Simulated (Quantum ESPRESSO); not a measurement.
# MgH2 (P4₂/mnm) under strain

```xyz
6
Lattice="4.4767 0.0000 0.0000 0.0000 4.4767 0.0000 0.0000 0.0000 2.9925" Properties=species:S:1:pos:R:3 pbc="T T T"
Mg     2.2383     2.2383     1.4963
Mg     0.0000     0.0000     0.0000
H      3.1139     3.1139     0.0000
H      1.3628     1.3628     0.0000
H      3.6012     0.8755     1.4963
H      0.8755     3.6012     1.4963
```
The cell comes from the Materials Project (a computed structure). It is MgH2 in P4₂/mnm. Stability against distortions was not tested.

Isotropic strain: all lattice vectors are scaled together, so the volume changes by about three times as much; fractional positions kept.

Method: shieldings by GIPAW with PBE in a modified build of Quantum ESPRESSO, on JTH PAW datasets, 30 Ha, k-mesh 6×6×8 shifted, f-sum rule met within 0.004 %. Values are those of the named site's first atom. Shieldings are absolute and leave out the bulk-susceptibility term; a larger σ means a smaller chemical shift. By our sweeps, such settings leave a few ppm in absolute σ. The datasets of Mg hold no d projectors, which limits absolute σ on these atoms.

```
lattice scale factor  σ_iso Mg (ppm)
--------------------  --------------
0.98                           542.9
0.99                           545.3
1                              547.6
1.01                           549.8
1.02                           551.9
```
